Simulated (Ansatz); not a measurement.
The relaxed structure here is a generated cell of Nb: the first start was made by placing the elements on the sites of a structure type, and the end was not matched to a known phase here, so it may be hypothetical. Known forms of Nb include space group No. 229.

A relaxed cell of Nb (P6/mmm (No. 191)), relaxed on a k-mesh at least as fine as the one used below. These are PBE (plane waves to 420 eV, PAW, scalar-relativistic; Ansatz, a program for electronic structure) values and carry that method's errors. Γ-centred k-mesh 13×13×6 on the run's cell (coarser than for final values), Fermi–Dirac smearing 0.05 eV.

```
CELL_PARAMETERS angstrom
      2.86783     0.00000     0.00000
     -1.43392     2.48362     0.00000
      0.00000     0.00000     5.44616
ATOMIC_POSITIONS crystal
  Nb 0.00000 0.00000 0.00000
  Nb 0.00000 0.00000 0.50000
```

The atoms are displaced along an unstable phonon of this cell by (Å):

```csv
atom,ux,uy,uz
Nb1,0.000,0.150,0.000
Nb2,0.000,-0.150,0.000
```

Question: What forces (eV/Å) and pressure result?

Answer: 
```json
[
 {"atom": "Nb1", "Fx": "0.00", "Fy": "0.48", "Fz": "0.00"},
 {"atom": "Nb2", "Fx": "0.00", "Fy": "-0.48", "Fz": "0.00"}
]
```

Pressure -0.6 GPa.

Question: Estimate the energy cost of the displacement in the harmonic approximation and compare with the calculation.

Answer: For a harmonic well ΔE = −½ Σ F·u = -0.071 eV a cell, or -36 meV/atom. The calculated energy relative to the undisplaced cell is -0.04 eV/atom, so the harmonic estimate holds well.

The undisplaced cell is probably no minimum: from this displacement the run went on to Cmcm (No. 63), 0.42 eV/atom below it.

No spin polarisation in the result.
